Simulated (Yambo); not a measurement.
Yambo run on RbCaH3 (cubic perovskite, space group Pm-3m, No. 221). The wavefunctions are norm-conserving LDA (Quantum ESPRESSO, 74 Ry, without SOC) ones on a 4×4×4 mesh (11 occupied bands); a = b = c = 4.521 Å, α = β = γ = 90.00°.

Yambo input:

```
rim_cut
gw0
dyson
el_el_corr
HF_and_locXC
ppa
em1d
RandQpts= 1000000
RandGvec= 1 Ry
EXXRLvcs= 10 Ry
VXCRLvcs= 296 Ry
Chimod= "HARTREE"
% BndsRnXp
 1 | 162 |
%
NGsBlkXp= 8 Ry
% LongDrXp
 1.0 | 1.0 | 1.0 |
%
PPAPntXp= 27.2114 eV
% GbndRnge
 1 | 162 |
%
GTermKind= "BG"
DysSolver= "n"
ExtendOut
% QPkrange
 6 | 6 | 11 | 12 |
%
```

k points by index: 6 = M.

Resulting energies as the program prints them:

```
#    K-point    Band    Eo [eV]    E [eV]    E-Eo [eV]    Vxc [eV]    Vnlxc [eV]    Sc|Eo [eV]    Sc|E [eV]    dSc/dw|Eo [eV]    Re(Z)    Im(Z)
#
    6    11    0.000000    -1.545418    -1.545418    -10.61795    -14.08092    1.518987    1.917557    -7.017226    0.794986    -0.001726
    6    12    2.918158    4.146599    1.228441    -8.652605    -3.751302    -3.434649    -3.672862    -5.276073    0.837595    -0.001303
```
(The two width columns are left out.) Convergence of these settings isn't established.

Geometry of the Materials Project entry, not relaxed at this level.
